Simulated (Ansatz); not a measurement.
HfGe₂:
```cif
data_Ge8Hf4
_chemical_formula_sum 'Hf4 Ge8'
_space_group_name_H-M_alt 'Cmcm'
_space_group_IT_number 63
_space_group_name_Hall '-C 2c 2'
_cell_length_a 3.78137
_cell_length_b 14.74007
_cell_length_c 3.74661
_cell_angle_alpha 90.000
_cell_angle_beta 90.000
_cell_angle_gamma 90.000
loop_
_atom_site_label
_atom_site_type_symbol
_atom_site_symmetry_multiplicity
_atom_site_Wyckoff_symbol
_atom_site_fract_x
_atom_site_fract_y
_atom_site_fract_z
_atom_site_occupancy
Hf1 Hf 4 c 0.00000 0.10460 0.75000 1
Ge1 Ge 4 c 0.00000 0.56108 0.25000 1
Ge2 Ge 4 c 0.00000 0.25030 0.25000 1
```
(The calculation used a cell of 6 atoms; values per cell refer to that cell.)

Relaxed with PBEsol.

Task: Tabulate the valence density and the electron localisation function along the shortest Hf–Ge contact (2.74 Å), PBEsol (plane waves, PAW; program Ansatz).

Result: 

| distance from Hf (Å) | density (e/Å³) | ELF |
|---|---|---|
| 0.27 | 25.64 | 0.82 |
| 0.41 | 17.12 | 0.84 |
| 0.55 | 9.77 | 0.82 |
| 0.68 | 4.82 | 0.74 |
| 0.82 | 2.14 | 0.56 |
| 0.96 | 0.94 | 0.34 |
| 1.10 | 0.48 | 0.21 |
| 1.23 | 0.34 | 0.22 |
| 1.37 | 0.32 | 0.36 |
| 1.51 | 0.34 | 0.53 |
| 1.64 | 0.41 | 0.56 |
| 1.78 | 0.51 | 0.51 |
| 1.92 | 0.75 | 0.45 |
| 2.05 | 1.33 | 0.34 |
| 2.19 | 3.15 | 0.18 |
| 2.33 | 9.16 | 0.06 |
| 2.46 | 24.00 | 0.01 |

The density is the valence pseudo-density with augmentation charge, so density and ELF within about 1 Å of a nucleus are not all-electron values.

The workflow started from a Materials Project entry (that database holds measured and hypothetical structures alike); the Crystallography Open Database files this formula in space group No. 63, but the cells were not matched. Whether it is the stable phase at ambient conditions was not checked. Symmetry was held in the PBEsol relaxation; whether a distortion lowers the energy is not shown. The run is not spin-polarised. Spin–orbit coupling is left out wherever it is not named.

Potentials: the later of the program's two PAW sets.
